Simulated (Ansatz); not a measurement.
**CoOs (P-6m2): spiral energies by the generalised Bloch theorem**

Geometry: a structure from the Materials Project; nothing is relaxed.

Settings: LDA, 11×11×12 k mesh, Fermi–Dirac smearing of 0.1 eV. PAW means Ansatz 0.2.0 on its default frozen-core files; LAPW is all-electron LAPW in Ansatz 0.2.0. Site moments are integrated in spheres about the atoms, whose radii differ between the methods.

The reference run was typed so:

```yaml
crystal:
  lattice:
    - [2.6712738749, 0.0, 0.0]
    - [-1.3356369374, 2.3133910361, 0.0]
    - [0.0, 0.0, 4.116557]
  atoms:
    - { symbol: Co, position: [0.6666666667, 0.3333333333, 0.5], spin: 0.5, spin_axis: [1.0, 0.0, 0.0] }
    - { symbol: Os, position: [0.3333333333, 0.6666666667, 0.0] }
magnetization:
  noncollinear: true
  spin_spiral: { q: [0.0, 0.0, 0.0] }
kpoints:
  mp_grid: { grid: [11, 11, 12] }
scf:
  occupations: { method: fermi_dirac, width: 0.1 }
  lower_state_search: "off"
hamiltonian:
  xc: lda
  pseudopotentials: { kind: paw }
output:
  eigenvalues: false
```

Command: `ansatz run input.yaml --threads 2 --pin off --max-ram 5120MiB --backend cpu --events-out ev --progress --plain --runs-dir out`

The input for «spiral at 0.5 of the way from Γ to A» by LAPW differs from it in these lines, output keys apart:

```diff
-  spin_spiral: { q: [0.0, 0.0, 0.0] }
+  spin_spiral: { q: [0.0, 0.0, 0.25] }
-  mp_grid: { grid: [11, 11, 12] }
+  mp_grid: { grid: [11, 11, 12], shift: [0.0, 0.0, 0.5] }
-  pseudopotentials: { kind: paw }
+  pseudopotentials: { kind: all_electron, lapw: { basis_error: 0.001 } }
```

Flat spirals without spin–orbit coupling: moments start in the xy plane and turn about z by q·R from cell to cell, and their directions inside a cell are free. q runs from Γ to A = (0.000, 0.000, 0.500) in reciprocal cell vectors. Energies count from each method's run at q = 0. Each q is a vector of the k mesh, and the mesh is shifted by q/2 where needed, so that both spin components are sampled on the same points as at q = 0.

Question: Where along the line is the energy lowest?

Answer: The lowest point lies at 1.000 of the way, 11.6 meV/cell under q = 0, so the antiferromagnetic state at the zone boundary wins along this line.
| fraction of Γ–A | |q| (1/Å) | ΔF PAW (meV/cell) | ΔF LAPW (meV/cell) | largest moment, PAW (μB) |
| --- | --- | --- | --- | --- |
| 0.000 | 0.000 | 0.0 | 0.0 | 0.53 |
| 0.167 | 0.127 | -0.3 | – | 0.55 |
| 0.333 | 0.254 | -1.2 | – | 0.59 |
| 0.500 | 0.382 | -3.4 | -3.3 | 0.67 |
| 0.667 | 0.509 | -6.9 | – | 0.75 |
| 0.833 | 0.636 | -10.3 | -10.1 | 0.82 |
| 1.000 | 0.763 | -11.6 | – | 0.85 |

The PAW files were made with PBE; the program remakes their cores once for the run's functional and then keeps them frozen. The Ansatz runs typed with the search for lower states off end where their start leads. Spin–orbit coupling is left out although heavy atoms are present. These are results for the start and cell typed. The real compound can order otherwise, in a larger cell, or not at all, since semilocal functionals at zero temperature often overstate magnetism.
